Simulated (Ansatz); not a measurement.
An Ansatz (a first-principles code) run. Input:

Ansatz 0.2 input:
```yaml
crystal:
  lattice:
    - [0.0, 3.0657172952, 3.0657172952]
    - [3.0657172952, 0.0, 3.0657172952]
    - [3.0657172952, 3.0657172952, 0.0]
  atoms:
    - { symbol: Sb, position: [0.75, 0.75, 0.75] }
    - { symbol: Ga, position: [0.0, 0.0, 0.0] }
kpoints:
  mp_grid: { grid: [7, 7, 7] }
hamiltonian:
  xc: r2scan
  pseudopotentials: { kind: paw }
scf:
  occupations: { method: fixed }
output:
  optics: { e_range: [0.0, 15.0], de: 0.05, sigma: 0.1, bands: { spectra_wanted_up_to: 12 eV } }
```

Output (shortened):

```
output.optics: the spectra are integrated over the Brillouin zone by k·p interpolation around the k-points, where levels, occupations, output.optics.sigma and …
Pseudopotential: Sb, paw, valence charge 15
Pseudopotential: Ga, paw, valence charge 13
Functional definition: r2SCAN
Crystal: 2 atoms, lattice volume = 57.627 Å³
Basis set: ecut = 500 eV, 1459 PW (Γ), exchange–correlation on 128×128×128 points (64 copies of the dense FFT grid, shifted against one another)
Bands: 18, of which v1, the nominal top of the filled ones, is band 14 counted from 1 (13 counted from 0)
Symmetry: 24 space group operations
Space group: F-43m (ITA 216), of the structure as read, at distance tolerance 3.9e-5 Å
k-points: 20 of 343 (time reversal used)
SCF iter   1: F=—  HF=-10289.846119 eV  |F-HF|=—  |Δ(HF+E_count)|=         —  Δρ=7.72e-3  dr2=1.44e-2  dr2_τ=3.19e-3  ethr=1.77e-3  ⟨swp⟩=5.0  Hψ=1575  notcnv=0  defer=32
preconditioner: auto → none
SCF iter   2: F=—  HF=-10289.854477 eV  |F-HF|=—  |Δ(HF+E_count)|=   8.36e-3  Δρ=2.06e-3  dr2=1.98e-3  dr2_τ=3.76e-5  ethr=5.16e-5  ⟨swp⟩=2.9  Hψ=767  notcnv=0  defer=37
SCF iter   3: F=—  HF=-10289.853881 eV  |F-HF|=—  |Δ(HF+E_count)|=   5.96e-4  Δρ=1.65e-3  dr2=5.11e-4  dr2_τ=7.48e-6  ethr=7.08e-6  ⟨swp⟩=2.0  Hψ=585  notcnv=0  defer=35
SCF iter   4: F=—  HF=-10289.854108 eV  |F-HF|=—  |Δ(HF+E_count)|=   2.27e-4  Δρ=2.89e-4  dr2=1.68e-5  dr2_τ=5.71e-7  ethr=1.83e-6  ⟨swp⟩=2.1  Hψ=468  notcnv=0  defer=35
SCF iter   5: F=—  HF=-10289.854118 eV  |F-HF|=—  |Δ(HF+E_count)|=   1.00e-5  Δρ=2.93e-5  dr2=6.03e-7  dr2_τ=6.62e-9  ethr=6.01e-8  ⟨swp⟩=2.6  Hψ=595  notcnv=0  defer=6
SCF iter   6: F=—  HF=-10289.854117 eV  |F-HF|=—  |Δ(HF+E_count)|=   1.56e-6  Δρ=6.50e-6  dr2=1.34e-8  dr2_τ=4.85e-10  ethr=2.15e-9  ⟨swp⟩=2.6  Hψ=520  notcnv=0  defer=6
SCF iter   7: F=—  HF=-10289.854117 eV  |F-HF|=—  |Δ(HF+E_count)|=   1.09e-8  Δρ=1.85e-6  dr2=1.10e-9  dr2_τ=3.83e-11  ethr=4.79e-11  ⟨swp⟩=2.0  Hψ=640  notcnv=0  defer=6
SCF iter   8: F=—  HF=-10289.854117 eV  |F-HF|=—  |Δ(HF+E_count)|=   1.95e-9  Δρ=1.47e-7  dr2=2.41e-11  dr2_τ=9.22e-14  ethr=3.93e-12  ⟨swp⟩=2.0  Hψ=540  notcnv=0  defer=6
SCF iter   9: F=-10289.854117 eV  HF=-10289.854117 eV  |F-HF|=0.00e0  |Δ(HF+E_count)|=  2.18e-11  Δρ=2.54e-8  dr2=1.72e-13  dr2_τ=7.27e-15  ethr=1.00e-12  ⟨swp⟩=5.3  Hψ=1378  notcnv=0
SCF 1 converged in 9 iterations: F = -10289.854117 eV  dr2 = 1.72e-13
NSCF: frozen V_eff on 20 k-points
Optics k sum: 0 of 20 k-points
Optics k sum: 1 of 20 k-points
Optics k sum: 2 of 20 k-points
Optics k sum: 3 of 20 k-points
Optics k sum: 4 of 20 k-points
Optics k sum: 5 of 20 k-points
Optics k sum: 6 of 20 k-points
Optics k sum: 7 of 20 k-points
Optics k sum: 8 of 20 k-points
Optics k sum: 9 of 20 k-points
Optics k sum: 10 of 20 k-points
Optics k sum: 11 of 20 k-points
Optics k sum: 12 of 20 k-points
Optics k sum: 13 of 20 k-points
Optics k sum: 14 of 20 k-points
Optics k sum: 15 of 20 k-points
Optics k sum: 16 of 20 k-points
Optics k sum: 17 of 20 k-points
Optics k sum: 18 of 20 k-points
Optics k sum: 19 of 20 k-points
Optics k sum: 20 of 20 k-points
Optics k sum: 0 of 20 k-points
Optics k sum: 1 of 20 k-points
Optics k sum: 2 of 20 k-points
Optics k sum: 3 of 20 k-points
Optics k sum: 4 of 20 k-points
Optics k sum: 5 of 20 k-points
Optics k sum: 6 of 20 k-points
Optics k sum: 7 of 20 k-points
Optics k sum: 8 of 20 k-points
Optics k sum: 9 of 20 k-points
Optics k sum: 10 of 20 k-points
Optics k sum: 11 of 20 k-points
Optics k sum: 12 of 20 k-points
Optics k sum: 13 of 20 k-points
Optics k sum: 14 of 20 k-points
Optics k sum: 15 of 20 k-points
Optics k sum: 16 of 20 k-points
Optics k sum: 17 of 20 k-points
Optics k sum: 18 of 20 k-points
Optics k sum: 19 of 20 k-points
Optics k sum: 20 of 20 k-points
NSCF: frozen V_eff on 1 k-points
NSCF: frozen V_eff on 1 k-points
NSCF: frozen V_eff on 1 k-points
NSCF: frozen V_eff on 1 k-points
output.optics: what the bands over the 31 summed would add to eps1, eps2 and the energy-loss function is held between a lower and an upper bound (7 Lanczos …
SCF converged after 9 iterations
Free energy (F): -10289.854117 eV
Harris-Foulkes:  -10289.854117 eV  (|F-HF|=0.00e0)
Internal energy: -10289.854117 eV  (E = F + TS)
E sigma→0 (E₀):  -10289.854117 eV
Fermi energy:    7.436116 eV
--- Per-component energies (eV) ---
  E_band       = -281.585905
  E_kinetic    = 321.403536
  E_local      = -3925.851893  (includes V_loc(G=0)·N_el)
  E_nonlocal   = 790.298464
  E_hartree    = 1808.721885
  E_xc         = -189.217977
  E_vxc        = -161.608195  (∫ρ·V_xc dr)
  E_paw        = -6606.606343  (= ΣΔE_a)
  E_vpaw       = -933.328925  (= ΣTr[D̂ρ^β])
  E_aug_tail   = -0.000045  (compensation charges beyond the density's cutoff)
  E_vtau       = 10.057367  (kinetic-family band-sum trace: ∫τ·v_τ [+ j·A + Jᵃ·Aᵃ] dr)
  E_ewald      = -2488.454710
  E_core_change = -0.147033  (= ΣΔE_core)
  E_smearing   =  0.000000  (= −TS)
  E_closure    = 0.000000  (closes the sum)
  Σ components = -10289.854117   (vs F -10289.854117, Δ=0.00e0)
  [band-id]    e_kinetic+e_local+e_nonlocal+2·e_hartree+e_vxc+e_vpaw+e_augmentation_tail+e_vtau = -281.585922   (vs E_band -281.585905, Δ=-1.67e-5)
--- Band table (eV; the first three rows and the last of 20) ---
  k-point 0: bands = ["-22.0447", "-22.0447", "-22.0447", "-22.0202", "-22.0202", "-8.0331", "-8.0331", "-8.0331", "-7.9777", "-7.9777", "-4.4417", "7.4361", "7.4361", "7.4361", "7.8516", "10.4299", "10.4299", "10.4299"]
  k-point 1: bands = ["-22.0445", "-22.0440", "-22.0440", "-22.0200", "-22.0200", "-8.0389", "-8.0305", "-8.0305", "-7.9780", "-7.9780", "-4.2233", "5.1605", "7.1106", "7.1106", "8.7531", "10.8777", "10.8777", "11.3966"]
  k-point 2: bands = ["-22.0441", "-22.0427", "-22.0427", "-22.0196", "-22.0196", "-8.0517", "-8.0252", "-8.0252", "-7.9783", "-7.9783", "-3.6154", "2.8103", "6.5905", "6.5905", "8.4259", "11.4218", "11.4218", "13.6518"]
  k-point 19: bands = ["-22.0442", "-22.0415", "-22.0383", "-22.0206", "-22.0180", "-8.0746", "-8.0133", "-8.0091", "-7.9840", "-7.9781", "-1.9229", "0.6664", "3.7699", "4.7135", "10.3312", "12.2682", "12.9186", "13.1687"]
```

Cost: around 30 core-seconds (rough) on shared cores.

The r²SCAN relaxation kept the symmetry of its start; of distortions, only those at the zone centre were tested. Scalar-relativistic: spin–orbit coupling is off unless named, which matters more the heavier the elements.

Potentials: the later of the program's two PAW sets.

Ansatz is a plane-wave DFT program.
